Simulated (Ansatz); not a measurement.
A geometry of HfO2 away from equilibrium: step 2 of the relaxation of a relaxed HfO2 cell displaced along its unstable phonon at q = Γ (147i cm⁻¹), largest move 0.15 Å. All values below come from PBEsol (plane waves to 420 eV, PAW, scalar-relativistic; Ansatz, an electronic-structure program). Γ-centred k-mesh 4×4×4 on the run's cell (coarser than for final values), Fermi–Dirac smearing 0.05 eV.

```
CELL_PARAMETERS angstrom
      5.10699     0.00000     0.00000
      0.00000     5.10997     0.00000
      0.00000     0.00000     5.16409
ATOMIC_POSITIONS crystal
  Hf 0.99250 0.99097 0.98366
  Hf 0.49250 0.50903 0.01634
  Hf 0.99250 0.50903 0.48366
  Hf 0.49250 0.99097 0.51634
  O  0.34988 0.33544 0.35963
  O  0.84988 0.16456 0.64037
  O  0.69099 0.82463 0.20181
  O  0.19099 0.67537 0.79819
  O  0.69099 0.67537 0.70181
  O  0.19099 0.82463 0.29819
  O  0.34988 0.16456 0.85963
  O  0.84988 0.33544 0.14037
```

Task: Which atoms carry the largest force, and which way does it point?

Result: 0.65 eV/Å, on Hf1, Hf2, Hf3, Hf4 (atoms numbered as listed); on Hf2 its components are (-0.40, 0.11, 0.51).

Task: What is the pressure?

Result: -0.1 GPa, compression positive.

Task: How much energy per atom can still be gained by relaxing?

Result: 0.10 eV/atom; the path ends in Pca2₁ (No. 29).

No spin polarisation in the result.

The run could not lose the symmetry of its start.

Of the parent cell (Pa-3 (No. 205)): it is a generated cell of HfO2: the first start was made by placing the elements on the sites of a structure type, and the end was not matched to a known phase here, so it may be hypothetical. Known forms of HfO2 include space group No. 14, 29, 137, 225.

The first start was generated by placing the elements on the sites of a structure type. Materials Project lists a structure of HfO2 in the same space group, Pca2₁ (No. 29); the sites were not compared with it, nor with measured phases.
